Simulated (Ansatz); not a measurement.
NbIr$_{3}$ in space group P6_3/mmc (No. 194; Nb on 2d, Ir on 6h) at seven volumes, DFT-PBEsol in the program Ansatz with PAW potentials, shape and atoms relaxed at each. One row is withheld.

```json
[
 {"V (Å³/atom)": "13.303", "P (GPa)": "?"},
 {"V (Å³/atom)": "13.741", "P (GPa)": "24.67"},
 {"V (Å³/atom)": "14.180", "P (GPa)": "11.27"},
 {"V (Å³/atom)": "14.618", "P (GPa)": "0.00"},
 {"V (Å³/atom)": "15.057", "P (GPa)": "-9.47"},
 {"V (Å³/atom)": "15.496", "P (GPa)": "-17.42"},
 {"V (Å³/atom)": "15.934", "P (GPa)": "-24.07"}
]
```

Problem. Fit the shown pressures and predict the withheld one.

Solution. Third-order Birch–Murnaghan: P = (3/2)B₀(x^(7/2) − x^(5/2))[1 + (3/4)(B′ − 4)(x − 1)] with x = (V₀/V)^(2/3). Least squares on the six rows gives V₀ = 14.618 Å³/atom, B₀ = 343.5 GPa, B′ = 4.81. At V = 13.303, x = 1.0649 and P = 40.64 GPa. The run itself gave 40.58 GPa.

The first step of the workflow began from a Materials Project structure, measured or hypothetical; the Crystallography Open Database copy checked does not list it. COD files the formula under space group No. 221. Whether it is the stable phase at ambient conditions was not checked. The cell was relaxed with PBEsol under the symmetry of its start; its stability against distortions is not shown here. The run is not spin-polarised. Scalar-relativistic: spin–orbit coupling is off unless named, which matters more the heavier the elements.

Potentials: the later of the program's two PAW sets.
